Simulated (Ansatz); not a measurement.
GePt:
```xyz
8
Lattice="5.8363 0.0000 0.0000 0.0000 3.7520 0.0000 0.0000 0.0000 6.1640" Properties=species:S:1:pos:R:3 pbc="T T T"
Ge     4.7481     2.8140     3.6260
Ge     1.0882     0.9380     2.5380
Ge     4.0064     0.9380     0.5440
Ge     1.8299     2.8140     5.6200
Pt     0.0099     2.8140     1.1863
Pt     5.8264     0.9380     4.9777
Pt     2.9083     0.9380     4.2683
Pt     2.9280     2.8140     1.8957
```

Relaxed with PBE. Special points in fractions of this cell's reciprocal vectors: Γ (0.000, 0.000, 0.000); X (0.500, 0.000, 0.000); S (0.500, 0.500, 0.000); Y (0.000, 0.500, 0.000); Z (0.000, 0.000, 0.500); U (0.500, 0.000, 0.500); R (0.500, 0.500, 0.500); T (0.000, 0.500, 0.500).

List the band energies nearest the Fermi level at these points for the program Ansatz at the PBE level (PAW).

In eV from the Fermi level; about four levels below and three above (degenerate sets whole), none deeper than 8.9 eV; points with the same levels are listed once.

| k | below | above |
|---|---|---|
| Γ | -2.36 -1.41 -1.34 -0.94 | 0.61 0.75 2.94 |
| X | -2.39 -2.39 -0.08 -0.08 | 1.31 1.31 2.21 2.21 |
| S | -1.83 -1.83 -1.83 -1.83 | 0.55 0.55 0.55 0.55 |
| Y | -1.54 -1.54 -0.18 -0.18 | 1.99 1.99 2.09 2.09 |
| Z | -1.77 -1.77 -0.03 -0.03 | 1.07 1.07 1.77 1.77 |
| U | -2.77 -2.77 -1.30 -1.30 | 0.66 0.66 1.68 1.68 |
| R | -2.38 -2.38 -2.38 -2.38 | 2.37 2.37 2.37 2.37 |
| T | -2.39 -2.39 -2.08 -2.08 | 0.45 0.45 0.93 0.93 |

Space group Pnma. The PBE relaxation kept the symmetry of its start. No spin polarisation was allowed. Spin–orbit coupling is left out wherever it is not named.

Potentials: the later of the program's two PAW sets.
